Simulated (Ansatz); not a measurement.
Input:

BN:
```cif
data_B3N3
_chemical_formula_sum 'B3 N3'
_space_group_name_H-M_alt 'P 1'
_space_group_IT_number 1
_cell_length_a 2.59694
_cell_length_b 2.59694
_cell_length_c 5.82378
_cell_angle_alpha 90.000
_cell_angle_beta 90.000
_cell_angle_gamma 120.000
loop_
_space_group_symop_operation_xyz
  'x, y, z'
loop_
_atom_site_label
_atom_site_type_symbol
_atom_site_fract_x
_atom_site_fract_y
_atom_site_fract_z
_atom_site_occupancy
B1 B 0.50000 0.00000 0.50000 1
B2 B 0.00000 0.50000 0.16667 1
B3 B 0.50000 0.50000 0.83333 1
N1 N 0.50000 0.00000 0.00000 1
N2 N 0.00000 0.50000 0.66667 1
N3 N 0.50000 0.50000 0.33333 1
```

This is the r²SCAN+D4-relaxed structure.

Question: All from the program Ansatz at the r²SCAN+D4 level (PAW), unless another level is named. Give the smallest direct gap on the standard path.

Answer: 6.89 eV.

Question: Predict the band gap.

Answer: 4.26 eV (indirect).

Question: Predict the HSE06 gap on the r²SCAN+D4 cell.

Answer: 5.03 eV.

Question: What about the weight of the conduction-edge state by species (Voronoi cells)?

Answer: B 59 %, N 41 %.

Question: And the weight of the valence-edge state by species (Voronoi cells)?

Answer: N 76 %, B 24 %.

Question: Predict the valence-band maximum.

Answer: at Γ.

Space group P6_222. The start of the workflow was typed in or built on a structure type; neither database checked (COD, Materials Project) lists it. It is not the phase usual at ambient conditions (space group No. 186, 194, 216). The r²SCAN+D4 relaxation kept the symmetry of its start; whether a distortion lowers the energy is not shown.

Potentials: the later of the program's two PAW sets.
